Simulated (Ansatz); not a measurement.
CaZn2Sb2:
```yaml
crystal:
  lattice:
    - [4.41110, 0.00000, 0.00000]
    - [-2.20555, 3.82012, 0.00000]
    - [0.00000, 0.00000, 7.34119]
  atoms:
    - { symbol: Ca, position: [0.00000, 0.00000, 0.00000] }
    - { symbol: Zn, position: [0.33333, 0.66667, 0.63237] }
    - { symbol: Zn, position: [0.66667, 0.33333, 0.36763] }
    - { symbol: Sb, position: [0.33333, 0.66667, 0.25652] }
    - { symbol: Sb, position: [0.66667, 0.33333, 0.74348] }
```

Relaxed with PBEsol. Special points in fractions of this cell's reciprocal vectors: Γ (0.000, 0.000, 0.000); M (0.500, 0.000, 0.000); K (0.333, 0.333, 0.000); A (0.000, 0.000, 0.500); L (0.500, 0.000, 0.500); H (0.333, 0.333, 0.500).

Question: List the band energies nearest the Fermi level at these points for plane-wave PAW PBEsol with spin–orbit coupling (Ansatz code).

Answer: In eV from the Fermi level; about four levels below and three above (degenerate sets whole), none deeper than 8.9 eV; points with the same levels are listed once.

```tsv
k	below	above
Γ	-0.38 -0.38 -0.13 -0.13	0.37 0.37 0.37 0.37
M	-2.36 -2.36 -1.43 -1.43	0.12 0.12 2.20 2.20
K	-2.63 -2.63 -2.37 -2.37	1.85 1.85 2.43 2.43
A	-0.63 -0.63 -0.62 -0.62	0.01 0.01 1.53 1.53
L	-1.48 -1.48 -1.10 -1.10	0.76 0.76 0.85 0.85
H	-1.82 -1.82 -1.74 -1.74	1.30 1.30 1.30 1.30
```

Space group P-3m1. The workflow started from a Materials Project entry (that database holds measured and hypothetical structures alike); the Crystallography Open Database files this formula in space group No. 164, but the cells were not matched. Its standing as an ambient phase is unchecked. The cell was relaxed with PBEsol under the symmetry of its start; of distortions, only those at the zone centre were tested. A small band overlap can be real or an error of a semilocal functional. The Fermi level of a semimetal is unsure by some 0.05 eV on such meshes.

Potentials: the later of the program's two PAW sets.
